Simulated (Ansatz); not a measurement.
Kick test of a cell of Mo2Ru3

The cell was found from a structure generator's guess, not taken from experiment.

Method: DFT PBE, scalar-relativistic, plane waves, PAW in Ansatz 0.2.0. Plane waves to 420 eV, a k mesh through Γ of 18×18×2 on the computed 10-atom cell and Gaussian smearing (0.10 eV); no spin polarisation.

The cell below (10 atoms, space group P-6m2 (No. 187)) is relaxed within its symmetry.

```xyz
10
Lattice="2.7606 0.0000 0.0000 -1.3803 2.3907 0.0000 0.0000 0.0000 22.0739" Properties=species:S:1:pos:R:3 pbc="T T T"
Mo    0.0000    1.5938    4.3515
Mo    0.0000    1.5938    8.8090
Mo    0.0000    1.5938   13.2649
Mo    0.0000    1.5938   17.7223
Ru    0.0000    1.5938    0.0000
Ru    1.3803    0.7969    2.1391
Ru    1.3803    0.7969    6.5873
Ru    1.3803    0.7969   11.0369
Ru    1.3803    0.7969   15.4866
Ru    1.3803    0.7969   19.9348
```

For the test it was strained at random (σ = 1.5 % a component), the atoms were moved at random (σ = 0.05 Å), and all was relaxed again on a coarse 12×12×1 mesh (in the run’s order of axes) with 0.20 eV smearing, with no symmetry imposed.

Task: What happens?

Result: It returns, within 1 meV/atom of the unmoved cell on that mesh and with the same symmetry when read at 0.1 Å. No instability shows in this cell; modes of other wave vectors, which need another repeat, aren't tested.
